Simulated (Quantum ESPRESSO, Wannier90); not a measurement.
# Wannierisation of WBr$_{6}$ (R-3)

Cell from Materials Project (mp-28483), symmetrised, no further relaxation. Not found in the COD (Crystallography Open Database) copy used; not checked further. Computed values, not measurements, from PBEsol: Quantum ESPRESSO (norm-conserving PseudoDojo potentials, cutoff 60 Ry, no spin polarisation, no spin-orbit coupling) on a Γ-centred 4×4×4 mesh, then Wannier90. Density: 6×6×6 mesh, cold smearing 0.01 Ry. Spin-orbit coupling is left out although heavy elements are present.

```
begin unit_cell_cart
ang
   -3.2802350691    5.6815338005    0.0000000000
   -6.5604701382    0.0000000000    0.0000000000
   -3.2802350691    1.8938446002    5.9655100000
end unit_cell_cart
mp_grid = 4 4 4
```

### Question
Which shells of neighbouring k-points and which b-vectors and weights does Wannier90 pick for this cell and mesh?

### Answer
```
 *---------------------------------- K-MESH ----------------------------------*
 +----------------------------------------------------------------------------+
 |                    Distance to Nearest-Neighbour Shells                    |
 |                    ------------------------------------                    |
 |          Shell             Distance (Ang^-1)          Multiplicity         |
 |          -----             -----------------          ------------         |
 |             1                   0.263313                      2            |
 |             2                   0.290072                      6            |
 |             3                   0.327495                      6            |
 |             4                   0.446876                      6            |
 |             5                   0.478867                      6            |
 |             6                   0.518683                      6            |
 |             7                   0.526626                      2            |
 |             8                   0.546486                     12            |
       ... (lines left out)
 +----------------------------------------------------------------------------+
 | The b-vectors are chosen automatically                                     |
 | The following shells are used:                       1,  2                 |
 +----------------------------------------------------------------------------+
 |                        Shell   # Nearest-Neighbours                        |
 |                        -----   --------------------                        |
 |                          1               2                                 |
 |                          2               6                                 |
 +----------------------------------------------------------------------------+
 | Completeness relation is fully satisfied [Eq. (B1), PRB 56, 12847 (1997)]  |
 +----------------------------------------------------------------------------+
 |                  b_k Vectors (Ang^-1) and Weights (Ang^2)                  |
 |                  ----------------------------------------                  |
 |            No.         b_k(x)      b_k(y)      b_k(z)        w_b           |
 |            ---        --------------------------------     --------        |
 |             1         0.000000    0.000000    0.263313     5.757883        |
 |             2         0.000000    0.000000   -0.263313     5.757883        |
 |             3        -0.239433   -0.138237   -0.087771     4.360840        |
 |             4         0.000000    0.276474   -0.087771     4.360840        |
 |             5        -0.239433    0.138237    0.087771     4.360840        |
 |             6         0.239433    0.138237    0.087771     4.360840        |
 |             7         0.000000   -0.276474    0.087771     4.360840        |
 |             8         0.239433   -0.138237   -0.087771     4.360840        |
```
